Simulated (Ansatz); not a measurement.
# Mg-25 NMR of the central transition in Ca7Mg2N6

Cell: a computed structure from the Materials Project (it need not be an observed phase), ions relaxed with PBE at fixed cell.

Space group C2/m (No. 12); a = 6.1423, b = 12.6604, c = 6.4233 Å, β = 94.58°.

| site | Wyckoff | site symmetry | x | y | z |
| --- | --- | --- | --- | --- | --- |
| Ca1 | 2b | 2/m | 0.5000 | 0.0000 | 0.0000 |
| Ca2 | 4h | 2 | 0.5000 | 0.1223 | 0.5000 |
| Ca4 | 8j | 1 | 0.6500 | 0.6726 | 0.8253 |
| Mg | 4i | m | 0.8788 | 0.0000 | 0.6730 |
| N10 | 8j | 1 | 0.7600 | 0.8549 | 0.8035 |
| N14 | 4i | m | 0.7554 | 0.0000 | 0.3404 |

One atom of each set is listed; the run and its k-mesh use a cell of 15 atoms with edges of 7.04, 7.04, 6.42 Å.

The numbers come from a DFT calculation in Ansatz (r2SCAN, plane waves and PAW, scalar-relativistic, 500 eV cutoff, Γ-centred 5×5×5 k-points, Fermi–Dirac smearing 0.02 eV).

Mg-25 has I = 5/2 and Q = 199.4 mb (Pyykkö 2018); at 28.2 T its Larmor frequency is ν₀ = 73.6 MHz. Only the quadrupole interaction is simulated: positions count from each site's isotropic chemical shift, and J coupling is left out, as are shift anisotropy and dipolar coupling, which fast spinning averages.

Simulated pattern of one Mg site (fast magic-angle spinning, Gaussian broadening 0.3 kHz):

```
offset (kHz)  height
      -5.055       0
      -4.883       2
      -4.711       7
      -4.539      12
      -4.367      18
      -4.195      20
      -4.023      22
      -3.851      23
      -3.679      24
      -3.507      25
      -3.335      27
      -3.162      29
      -2.990      32
      -2.818      42
      -2.646      70
      -2.474      98
      -2.302     100
      -2.130      96
      -1.958      84
      -1.786      67
      -1.614      57
      -1.442      50
      -1.270      46
      -1.098      42
      -0.926      39
      -0.754      37
      -0.582      35
      -0.410      33
      -0.238      30
      -0.066      20
       0.106       6
       0.279       0
```

Q: Which |C_Q| and η does the pattern imply?

A: The pattern spans 4.78 kHz before broadening and its centre of gravity is at -2.12 kHz, which fixes P_Q; the places of the horns and steps fix η. That gives P_Q = 5.10 MHz, |C_Q| = 4.58 MHz and η = 0.84. The sign of C_Q can't be read from the pattern.

Hardware: 1 thread of Arm Neoverse V2 (aarch64; 8 cores open to the job, memory cap 3.0 GiB, no GPU), a shared host with a load of 0.9 a core. Wall time 2.1 min, CPU time 2.1 min, peak memory 1.4 GiB.
